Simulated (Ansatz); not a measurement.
**Moments of WF2 against volume**

Theory: Ansatz, DFT PBEsol, scalar-relativistic, plane waves, PAW.

```
CELL_PARAMETERS angstrom
5.43824 0.00000 0.00000
0.00000 5.43824 0.00000
0.00000 0.00000 2.63337
ATOMIC_POSITIONS crystal
W 0.00000 0.00000 0.00000
W 0.50000 0.50000 0.50000
F 0.27838 0.27838 0.00000
F 0.72162 0.72162 0.00000
F 0.77838 0.22162 0.50000
F 0.22162 0.77838 0.50000
```

The plane-wave cutoff is 420 eV. The Γ-centred k-mesh is 8×8×14. The occupation rule is Gaussian smearing, 0.1 eV, the list of starting moments (μB, in atom order) is 2.5 2.5 0 0 0 0 and the check for lower electronic states after the SCF is off.

The cell is scaled evenly at fixed fractional positions, V₀ being the volume of the cell shown; start: large parallel starting moments. The states are those that the runs reached from these starts; a lower one can exist. Energies are extrapolated to zero smearing.

Site moments are spin moments in atom-centred spheres that scale with the neighbour distance.

```csv
V/V₀,E above lowest (meV/atom),P (GPa),cell moment (μB),site moments (μB)
0.800,?,?,?,?
0.860,172.5,34.5,0.00,none over 0.05
0.920,51.6,16.3,0.00,none over 0.05
0.960,?,?,?,?
1.000,0.0,1.0,1.17,W +0.29 (×2)
1.040,5.0,-3.6,1.71,W +0.44 (×2)
1.100,35.2,-9.0,2.33,W +0.62 (×2)
1.180,111.4,-13.9,2.94,W +0.82 (×2)
```

Question: Fill in the withheld rows.

Answer: The withheld rows:

| V/V₀ | E above lowest (meV/atom) | P (GPa) | cell moment (μB) | site moments (μB) |
| --- | --- | --- | --- | --- |
| 0.800 | 399.4 | 60.4 | 0.00 | none over 0.05 |
| 0.960 | 13.7 | 7.8 | 0.84 | W +0.20 (×2) |

Cost: 8 runs of about 21 core-minutes in all, on Arm Neoverse N1 (shared hosts).